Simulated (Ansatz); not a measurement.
Given:

CsCl (CsCl type)

```
CELL_PARAMETERS angstrom
      4.14031     0.00000     0.00000
      0.00000     4.14031     0.00000
      0.00000     0.00000     4.14031
ATOMIC_POSITIONS crystal
  Cs 0.00000 0.00000 0.00000
  Cl 0.50000 0.50000 0.50000
```

This relaxed cell (volume V₀) is scaled evenly in all directions, its shape held. Symmetry pins the atoms to their sites.

All values below come from r2SCAN (plane waves to 500 eV, PAW, scalar-relativistic; Ansatz, a first-principles code). k mesh 8×8×8 (Γ-centred), Fermi-Dirac smearing 0.05 eV. The energy includes the smearing's −TS. Stress and pressure are positive under compression. CsCl was relaxed with its symmetry unable to fall. ΔE is measured from the relaxed starting cell.

The scan covers V/V₀ from 0.840 to 1.160 in 13 points.

Q: What is the fitted pressure derivative B₀′?

A: 5.2.

Q: What bulk modulus B₀ follows from a third-order Birch-Murnaghan fit?

A: 18.3 GPa.

(A scan under strain: stresses follow from slopes of the energy per volume, elastic moduli from its curvatures.)
